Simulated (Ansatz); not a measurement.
Li:
```
Li
1.0
    3.09282     0.00000     0.00000
   -1.54641     2.67846     0.00000
    0.00000     0.00000     5.06420
Li
2
Cartesian
  0.00000   1.78564   1.26605
  1.54641   0.89282   3.79815
```

Relaxed with r²SCAN. Special points in fractions of this cell's reciprocal vectors: Γ (0.000, 0.000, 0.000); M (0.500, 0.000, 0.000); K (0.333, 0.333, 0.000); A (0.000, 0.000, 0.500); L (0.500, 0.000, 0.500); H (0.333, 0.333, 0.500).

Question: List the band energies nearest the Fermi level at these points for plane-wave PAW r²SCAN (Ansatz code).

Answer: In eV from the Fermi level; about four levels below and three above (degenerate sets whole), none deeper than 8.9 eV; … stands for higher levels left out; points with the same levels are listed once.

```csv
k,below,above
Γ,-3.88 0.00,2.97 13.49 13.49
M,-0.07,1.08 5.02 6.12
K,–,1.39 2.37 2.37
A,-2.67 -2.67,8.42 8.42 …
L,–,0.76 0.76 3.63 3.63
H,–,2.34 2.34 2.93 2.93
```

Space group P6_3/mmc (hcp (Mg type)). The first step of the workflow began from a Materials Project structure, measured or hypothetical; the Crystallography Open Database files this formula in space group No. 194, but the cells were not matched. It is not the phase usual at ambient conditions (space group No. 229). The cell was relaxed with r²SCAN under the symmetry of its start; whether a distortion lowers the energy is not shown.

Potentials: the later of the program's two PAW sets.
